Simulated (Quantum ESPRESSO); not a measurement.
## One change at a time to Ag2LiPt3W2

All numbers below are calculated, not measured. They come from Quantum ESPRESSO 7.5, a public plane-wave density functional program. Each row is one single-point run on a made-up periodic cell of eight metal atoms, with elements, volume, strain and displacements drawn at random and not relaxed, so a cell may be unstable or far from any real phase. There is no spin polarisation or spin-orbit coupling.

Settings: PBE unless stated; PseudoDojo standard norm-conserving files; Fermi-Dirac width 0.25 eV, which means electrons at about 2900 K; cutoff 1143 eV; 5 x 5 x 4 k mesh shifted half a step off Gamma. E is the free energy of the whole cell (internal energy minus TS), so a -TS column is already part of it. Stress is positive in tension, and the pressure P is minus a third of its trace.

Checks: one run of this series was repeated at a higher cutoff and on a denser mesh, which moved values by no more than 0.003 eV, 0.05 GPa and 0.007 eV/Å, and a second program with other atomic files agreed on it to 2 % rms in force and 0.5 GPa in pressure. Known limits: heavy elements are run without spin-orbit coupling, which real alloys of them have; a spin test at this wide smearing found no moment, but such smearing suppresses magnetism that the real alloy may have.

The lattice is hexagonal close-packed, and the cell vectors in Å are (0.000, 0.000, -4.742); (0.000, 5.018, 0.000); (5.795, 0.000, 0.000), a volume of 137.90 Å³ in run 1. The elements on sites 1 to 8 are Ag Pt Pt W Pt Li Ag W. Each later run makes one change to run 1 and keeps the rest. E is counted from run 1, and is n/a where other atomic files have another zero of energy.

| run | change | V (Å³) | P (GPa) | -TS (eV) | rms force (eV/Å) | largest change of a force component (eV/Å) | E (eV) |
|---|---|---|---|---|---|---|---|
| 1 | none | 137.90 | -12.56 | -1.348 | 0.737 | 0.000 | 0.000 |
| 2 | sites 1 and 5 exchanged | 137.90 | -12.76 | -1.285 | 0.574 | 1.148 | -0.345 |
| 3 | all lengths scaled by +1.17 % | 142.80 | -16.20 | -1.402 | 0.699 | 0.161 | 0.441 |
| 4 | LDA in place of PBE | 137.90 | -23.08 | -1.364 | 0.694 | 0.188 | n/a |
| 5 | Ga on site 8 | 137.90 | -10.09 | -1.097 | 0.634 | 1.004 | n/a |
| 6 | site 3 moved by +0.16 Å along y | 137.90 | -12.25 | -1.346 | 0.800 | 1.224 | ? |

## Worked estimate

Along the move dE = -F dx. The force on site 3 along y is -0.160 eV/Å in run 1 and -1.384 eV/Å in run 6, and the move is +0.16 Å, so the mean force times the move gives an estimate.

## Withheld value

Question: what E should run 6 give?

The estimate is 0.124 eV. The calculation gave 0.121 eV.
